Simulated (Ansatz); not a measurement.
Density of states of Ti

```
Ti
1.0
     2.95000    0.00000    0.00000
    -1.47500    2.55477    0.00000
     0.00000    0.00000    4.68600
Ti
2
Direct
  0.33333 0.66667 0.25000
  0.66667 0.33333 0.75000
```

The geometry is COD entry 9008517, unchecked; take it as a test cell.

Level of theory: Ansatz 0.2.0, DFT, PBEsol, all-electron LAPW, scalar-relativistic.

Sampling and basis: a Γ-centred 13×13×7 k mesh, Fermi–Dirac smearing of 0.08 eV, basis error target 0.5 meV/atom, no spin polarisation.

States per eV and cell, averaged over 0.4 eV, from -5.8 to 0.4 eV, with energies (bin centres) from the Fermi level; empty bins are left out. The partial columns, the largest 3 alone, are projections on Löwdin-orthogonalised atomic shells (those that the program's projection atoms carry: the occupied ones and, for some elements, an empty d or f shell; other empty shells have no column), summed over atoms of an element. Weights on diffuse s and p shells depend on that basis and aren't pure angular character.

```json
{"E (eV)": "-5.7", "total": "0.12", "Ti 3d": "0.00", "Ti 4s": "0.11", "Ti 3p": "0.00"}
{"E (eV)": "-5.3", "total": "0.18", "Ti 3d": "0.00", "Ti 4s": "0.16", "Ti 3p": "0.00"}
{"E (eV)": "-4.9", "total": "0.24", "Ti 3d": "0.01", "Ti 4s": "0.22", "Ti 3p": "0.00"}
{"E (eV)": "-4.5", "total": "0.32", "Ti 3d": "0.02", "Ti 4s": "0.29", "Ti 3p": "0.01"}
{"E (eV)": "-4.1", "total": "0.36", "Ti 3d": "0.03", "Ti 4s": "0.31", "Ti 3p": "0.01"}
{"E (eV)": "-3.7", "total": "0.47", "Ti 3d": "0.08", "Ti 4s": "0.37", "Ti 3p": "0.01"}
{"E (eV)": "-3.3", "total": "0.62", "Ti 3d": "0.16", "Ti 4s": "0.44", "Ti 3p": "0.01"}
{"E (eV)": "-2.9", "total": "0.93", "Ti 3d": "0.38", "Ti 4s": "0.53", "Ti 3p": "0.01"}
{"E (eV)": "-2.5", "total": "1.82", "Ti 3d": "1.15", "Ti 4s": "0.62", "Ti 3p": "0.01"}
{"E (eV)": "-2.1", "total": "2.17", "Ti 3d": "1.64", "Ti 4s": "0.48", "Ti 3p": "0.02"}
{"E (eV)": "-1.7", "total": "2.76", "Ti 3d": "2.41", "Ti 4s": "0.27", "Ti 3p": "0.02"}
{"E (eV)": "-1.3", "total": "2.14", "Ti 3d": "1.94", "Ti 4s": "0.11", "Ti 3p": "0.01"}
{"E (eV)": "-0.9", "total": "3.61", "Ti 3d": "3.20", "Ti 4s": "0.20", "Ti 3p": "0.02"}
{"E (eV)": "-0.5", "total": "2.90", "Ti 3d": "2.59", "Ti 4s": "0.13", "Ti 3p": "0.01"}
{"E (eV)": "-0.1", "total": "1.68", "Ti 3d": "1.51", "Ti 4s": "0.06", "Ti 3p": "0.01"}
{"E (eV)": "0.3", "total": "4.18", "Ti 3d": "3.83", "Ti 4s": "0.14", "Ti 3p": "0.01"}
```

Q: Which of the resolved shells contributes most within 0.3 eV of the Fermi level?

A: Ti 3d, with 91 % of all states there; Ti 4s follows with 3 %.

Q: Where is the centre of the filled Ti 3d states between -14 eV and the top of the filled states?

A: -1.28 eV from the Fermi level.
